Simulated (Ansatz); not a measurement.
Ir (fcc, Cu type)

```
CELL_PARAMETERS angstrom
      0.00000     1.93542     1.93542
      1.93542     0.00000     1.93542
      1.93542     1.93542     0.00000
ATOMIC_POSITIONS crystal
  Ir 0.00000 0.00000 0.00000
```

This relaxed cell (volume V₀) is scaled evenly in all directions, its shape held. Symmetry pins the atoms to their sites.

Method: PBE (plane waves to 420 eV, PAW, scalar-relativistic; Ansatz, a first-principles code). k mesh 22×22×22 (Γ-centred), Fermi-Dirac smearing 0.05 eV. E stands for the smeared free energy. Compression counts positive. Ir is run without spin polarisation. Ir was relaxed with its symmetry unable to fall. Spin-orbit coupling is left out, though Ir is heavy. ΔE is measured from the relaxed starting cell. The last digit holds for this mesh only.

| V (Å³/atom) | ΔE (meV/atom) |
|---|---|
| 12.180 | 572.5 |
| 12.760 | 293.7 |
| 13.340 | 119.5 |
| 13.920 | 27.5 |
| 14.500 | 0.0 |
| 15.080 | 23.1 |
| 15.660 | withheld |
| 16.240 | 179.2 |
| 16.820 | 296.3 |

Fit a third-order Birch-Murnaghan form (E₀, V₀, B₀, B₀′ free) to the given rows and predict ΔE at V = 15.660.

Least squares on the 8 given rows: ΔE = E₀ + (9V₀B₀/16)·y²·[2 + (B₀′ − 4)y], y = (V₀/V)^(2/3) − 1, with V₀ = 14.503 Å³/atom, B₀ = 346.2 GPa (160.2 GPa = 1 eV/Å³; the term in eV is multiplied by 1000), B₀′ = 5.07, E₀ = 0.14 meV/atom; root-mean-square residual 0.17 meV/atom. At 15.660 the fit gives 85.5 meV/atom; the calculation gives 85.8 meV/atom, so the interpolation is off by -0.3 (-0.3 %). For the pressure the fit gives -21.9 GPa against the computed -21.9 GPa.

(Under strain, the slope of the energy per volume gives the stress and its curvature an elastic modulus.)
